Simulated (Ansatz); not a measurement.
Te3As2 in space group C2/m (No. 12; Pearson symbol mS20), DFT-LDA in the program Ansatz with PAW potentials, all energies at zero smearing, with the estimated change up to a 700 eV cutoff added, with one set of potentials and settings (totals compare only within such a set). Cell of 10 atoms (6 Te, 4 As): -60058.007 eV.

```json
[
 {"element": "Te", "reference phase": "P3_121, 3 atoms in the cell", "E (eV/atom)": "-6827.2001"},
 {"element": "As", "reference phase": "R-3m, 2 atoms in the cell", "E (eV/atom)": "-4773.6736"}
]
```

Formation energy per atom, worked out: (-60058.007 − 6×(-6827.2001) − 4×(-4773.6736))/10 = -0.011 eV/atom (-1 kJ per mol of atoms), at 0 K, without zero-point energy or fitted corrections.

The workflow started from a Materials Project entry (that database holds measured and hypothetical structures alike); the Crystallography Open Database files this formula in space group No. 12, but the cells were not matched. Its standing as an ambient phase is unchecked. Symmetry was held in the LDA relaxation; its stability against distortions is not shown here. A crystal of weakly bound chains computed without a dispersion correction: the cell and the soft elastic constants depend strongly on that. The references are the lowest solids computed at this level, not always the standard phases. Spin–orbit coupling is left out wherever it is not named.

Potentials: the later of the program's two PAW sets.
